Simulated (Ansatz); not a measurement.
The relaxed structure here is a generated cell of CdO: the first start was made by placing the elements on the sites of a structure type, and the end was not matched to a known phase here, so it may be hypothetical. Known forms of CdO include space group No. 225.

The end point of a relaxation of CdO. These are PBEsol (plane waves to 420 eV, PAW, scalar-relativistic; Ansatz, an electronic-structure program) values and carry that method's errors.

```xyz
4
Lattice="3.2534 0.0000 0.0000 -1.6267 2.8175 0.0000 0.0000 0.0000 5.7169" Properties=species:S:1:pos:R:3 pbc="T T T"
Cd     0.0000     0.0000     0.0000
Cd     0.0000     0.0000     2.8585
O      0.0000     1.8783     1.4292
O      1.6267     0.9392     4.2877
```

Problem. Determine the symmetry and give the standard cell with its independent sites.

Solution. Space group P6₃/mmc (No. 194); a = b = 3.253 Å, c = 5.717 Å, α = β = 90.00°, γ = 120.00°

```
atom  site  symmetry       x       y       z
----  ----  --------  ------  ------  ------
Cd      2a      -3m.  0.0000  0.0000  0.0000
O       2c      -6m2  0.3333  0.6667  0.2500
```

This is the NiAs type.

Problem. Give the shortest distances between elements (the closest pairs, up to four, under 3.6 Å).

Solution. Cd–O 2.36 Å; Cd–Cd 2.86 Å; O–O 3.25 Å.

- Volume per atom: 13.10 Å³
- Band gap: zero, with touching bands (no spin-orbit coupling)

No spin polarisation in the result.

The run could not lose the symmetry of its start: the end is stationary, and may be a saddle point rather than a minimum.

All atoms sit on sites fixed by symmetry, so only the cell could relax.
